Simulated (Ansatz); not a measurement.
Relaxed-ion elastic tensor of HfO2 (rutile, P4_2/mnm) in GPa (Voigt order), DFT-LDA in the program Ansatz with PAW potentials; density 9.57 g/cm³, 12.18 Å³ per atom.

```json
[
 {"": "1", "1": "291", "2": "212", "3": "163", "4": "0.0", "5": "0.0", "6": "0.0"},
 {"": "2", "1": "212", "2": "291", "3": "163", "4": "0.0", "5": "0.0", "6": "0.0"},
 {"": "3", "1": "163", "2": "163", "3": "500", "4": "0.0", "5": "0.0", "6": "0.0"},
 {"": "4", "1": "0.0", "2": "0.0", "3": "0.0", "4": "106", "5": "0.0", "6": "0.0"},
 {"": "5", "1": "0.0", "2": "0.0", "3": "0.0", "4": "0.0", "5": "106", "6": "0.0"},
 {"": "6", "1": "0.0", "2": "0.0", "3": "0.0", "4": "0.0", "5": "0.0", "6": "226"}
]
```

Q: Is the crystal mechanically stable?

A: Yes: the smallest eigenvalue of C is 78.4 GPa.

Q: Work out the Voigt, Reuss and Hill averages.

A: K_V = 240, K_R = 233, K_H = 236; G_V = 124, G_R = 89.2, G_H = 106 GPa.

Q: Give Young's modulus, Poisson's ratio, Pugh's ratio and the universal anisotropy index.

A: E = 9KG/(3K + G) = 278 GPa; ν = 0.30; K/G = 2.22 (ductile by the Pugh limit of 1.75); A_U = 5G_V/G_R + K_V/K_R − 6 = 1.97.

Q: Estimate the sound speeds and the Debye temperature.

A: v_l = √((K + 4G/3)/ρ) = 6290 m/s, v_t = √(G/ρ) = 3340 m/s, mean 3730 m/s; Θ = (h/k)(3n/4πV)^(1/3) v_m = 482 K.

Q: Solve the Christoffel equation for the three sound speeds along x, y, z.

A: Eigenvalues of C_ijkl n_j n_l equal ρv². In km/s, slowest first: x 3.33, 4.86, 5.51; y 3.33, 4.86, 5.51; z 3.33, 3.33, 7.23.

Q: How much does each axis shrink under pressure?

A: Linear compressibilities β_i = Σ_j S_ij (j = 1 to 3): x 1.7, y 1.7, z 0.89 per TPa.

The first step of the workflow began from a Materials Project structure, measured or hypothetical; the Crystallography Open Database copy checked does not list it. It is not the phase usual at ambient conditions (space group No. 14, 29). The cell was relaxed with LDA under the symmetry of its start; of distortions, only those at the zone centre were tested. No spin polarisation was allowed. Scalar-relativistic: spin–orbit coupling is off unless named, which matters more the heavier the elements.

Potentials: the later of the program's two PAW sets.
